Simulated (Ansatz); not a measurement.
ZnCu$_{2}$SnSe$_{4}$ (kesterite type, space group I-4)

```xyz
8
Lattice="-2.8819 2.8819 5.7631 2.8819 -2.8819 5.7631 2.8819 2.8819 -5.7631" Properties=species:S:1:pos:R:3 pbc="T T T"
Cu     0.0000     0.0000     0.0000
Cu     0.0000     2.8819     2.8815
Zn     2.8819     0.0000     2.8815
Sn     0.0000     0.0000     5.7631
Se     1.4968     1.5505     4.2620
Se     1.3851     1.3314    -1.5011
Se     1.5505    -1.4968     7.2642
Se     1.3314     4.3787     1.5011
```

This relaxed cell (volume V₀) is scaled evenly in all directions, its shape held. The atoms relax within the cell's symmetry.

The numbers are results of PBE (plane waves to 420 eV, PAW, scalar-relativistic; Ansatz, a quantum-chemistry and plane-wave program), not measurements. k mesh 8×8×8 (Γ-centred), Fermi-Dirac smearing 0.05 eV. Stress and pressure are positive under compression. At this level the bands of ZnCu2SnSe4 touch or barely overlap. The PAW data are Ansatz's earlier set. ZnCu2SnSe4 is run without spin polarisation. ZnCu2SnSe4 was relaxed with its symmetry unable to fall.

At one point of the scan the stress tensor (GPa) is:

```
    9.8      0.0      0.0
    0.0      9.8      0.0
    0.0      0.0      9.7
```

### Question
Which point is it?
A. V/V₀ = 0.840
B. V/V₀ = 0.960
C. V/V₀ = 0.880
D. V/V₀ = 0.920

### Answer
C, V/V₀ = 0.880

(Under strain, the slope of the energy per volume gives the stress and its curvature an elastic modulus.)
